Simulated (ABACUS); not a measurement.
Input and output of a self-consistent single point for Al₃GaN₄ (P-43m, 8 atoms in the cell; from Materials Project mp-1019378, changed as shown) (ABACUS).

Level of theory: PBEsol, numerical atomic orbitals TZP (confined pseudo-atomic orbitals with Gaussian additions; energy shift 0.003 Ry), PseudoDojo 0.4 standard norm-conserving PBEsol (tails mended) pseudopotentials in ABACUS.

The change in words: volume scaled by 0.99. Reference geometry (P-43m):
```
Al3GaN4
1.0
    4.40144     0.00000     0.00000
    0.00000     4.40144     0.00000
    0.00000     0.00000     4.40144
Al Ga N
3 1 4
Direct
  0.50000   0.50000   0.00000
  0.00000   0.50000   0.50000
  0.50000   0.00000   0.50000
  0.00000   0.00000   0.00000
  0.74416   0.74416   0.25584
  0.74416   0.25584   0.74416
  0.25584   0.25584   0.25584
  0.25584   0.74416   0.74416
```

Reference input (self-consistent single point, DFT, PBEsol, numerical atomic orbitals TZP (confined pseudo-atomic orbitals with Gaussian additions; energy shift 0.003 Ry), PseudoDojo 0.4 standard norm-conserving PBEsol (tails mended) pseudopotentials): basis = TZP numerical atomic orbitals, energy shift 0.003 Ry; KPT = Gamma 6 6 6 0 0 0; basis_type = lcao; dft_functional = PBESOL; ecutwfc = 100 Ry; smearing_method = fd; smearing_sigma = 0.00146997 Ry; potentials = PseudoDojo 0.4 standard norm-conserving PBEsol (tails mended); symmetry = 1; ks_solver = genelpa; scf_nmax = 100; scf_thr = 1.0e-07. This run's input differs from it in these lines:

```diff
@@ -34,5 +34,5 @@
 LATTICE_VECTORS
-   8.3175161540    0.0000000000    0.0000000000
-   0.0000000000    8.3175161540    0.0000000000
-   0.0000000000    0.0000000000    8.3175161540
+   8.2896937162    0.0000000000    0.0000000000
+   0.0000000000    8.2896937162    0.0000000000
+   0.0000000000    0.0000000000    8.2896937162
```

Output, abridged:

```
 SELF-CONSISTENT
 -------------------------------------------

                  longest orb rcut (Bohr) = 9.4
   longest nonlocal projector rcut (Bohr) = 1.94
                     search radius (Bohr) = 22.7

                          real space grid = [ 54, 54, 54 ]

                                 init_chg = atomic

 LCAO ALGORITHM --------------- ION=   1  ELEC=   1--------------------------------

 Density error is 0.215217938125
 E_KohnSham     -249.0583126258      -3388.6121859766
 E_Fermi        0.6349111355         8.6384091668

 LCAO ALGORITHM --------------- ION=   1  ELEC=   2--------------------------------

   [... lines left out ...]

   [... 6 blocks of this kind left out ...]

 LCAO ALGORITHM --------------- ION=   1  ELEC=   9--------------------------------

 Density error is 2.52635305845e-07
 E_KohnSham     -249.9815284276      -3401.1731813641
 E_Fermi        0.7408766851         10.0801444322

 LCAO ALGORITHM --------------- ION=   1  ELEC=  10--------------------------------

 Density error is 7.46421483716e-09
 E_KohnSham     -249.9815284276      -3401.1731813640
 E_KS(sigma->0) -249.9815284276      -3401.1731813640
 E_entropy(-TS) 0.0000000000         0.0000000000
 E_Fermi        0.7408766558         10.0801440335
 charge density convergence is achieved
 final etot is -3401.1731814 eV
 EFERMI = 10.080144033 eV

 STATE ENERGY(eV) AND OCCUPATIONS    NSPIN == 1
   [... 28 lines left out ...]

 TOTAL-FORCE (eV/Angstrom)
                       Al1         0.0000000000         0.0000000000         0.0000000000
                       Al2         0.0000000000         0.0000000000         0.0000000000
                       Al3         0.0000000000         0.0000000000         0.0000000000
                       Ga1         0.0000000000         0.0000000000         0.0000000000
                        N1         0.0413037878         0.0413037878        -0.0413037878
                        N2         0.0413037878        -0.0413037878         0.0413037878
                        N3        -0.0413037878        -0.0413037878        -0.0413037878
   [... lines left out ...]

 TOTAL-STRESS (KBAR)
        43.9828281195        -0.0000000000        -0.0000000000
         0.0000000000        43.9828281195        -0.0000000000
        -0.0000000000        -0.0000000000        43.9828281195
 TOTAL-PRESSURE: 43.982828 KBAR

 --------------------------------------------
 !FINAL_ETOT_IS -3401.1731813639930806 eV
 --------------------------------------------
```

The run converged in 10 iterations. Against the reference run the free energy rises by 2.2 meV/atom, the pressure goes from 2.25 to 4.40 GPa and the gap on the mesh hardly changes (3.311 to 3.318 eV).

The atom-centred basis is finite, which shifts total energies, pressures and gaps against plane waves. The structure comes from a collection of computed structures, made at another level of theory; the collection holds predicted forms beside known ones.

Cost on one core: roughly 60 core-seconds.

The atomic orbitals were generated for these runs; they are not ABACUS's published sets and were checked against plane waves on a few crystals only.

“Tails mended”: in these copies of the files the far tail of each local potential was reset to the Coulomb form.
